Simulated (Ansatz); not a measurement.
Mo (hcp (Mg type), P6_3/mmc) under volume change, the program Ansatz at the LDA level (PAW), shape and atoms relaxed at each volume.

| V (Å³/atom) | E − E(relaxed) (meV/atom) | P (GPa) |
|---|---|---|
| 13.943 | 118.7 | 29.67 |
| 14.403 | 50.2 | 18.37 |
| 14.863 | 11.9 | 8.52 |
| 15.322 | 0.0 | 0.00 |
| 15.782 | 10.8 | -7.32 |
| 16.242 | 41.0 | -13.59 |
| 16.701 | 87.8 | -18.94 |

### Question
What does a third-order Birch–Murnaghan fit give for V₀, B₀ and B′?

### Answer
V₀ = 15.32 Å³/atom, B₀ = 261 GPa, B′ = 3.9.

The first step of the workflow began from a Materials Project structure, measured or hypothetical; the Crystallography Open Database copy checked does not list it. It is not the phase usual at ambient conditions (space group No. 229). The cell was relaxed with LDA under the symmetry of its start; phonons show weakly imaginary modes. The run is not spin-polarised.

Potentials: the later of the program's two PAW sets.
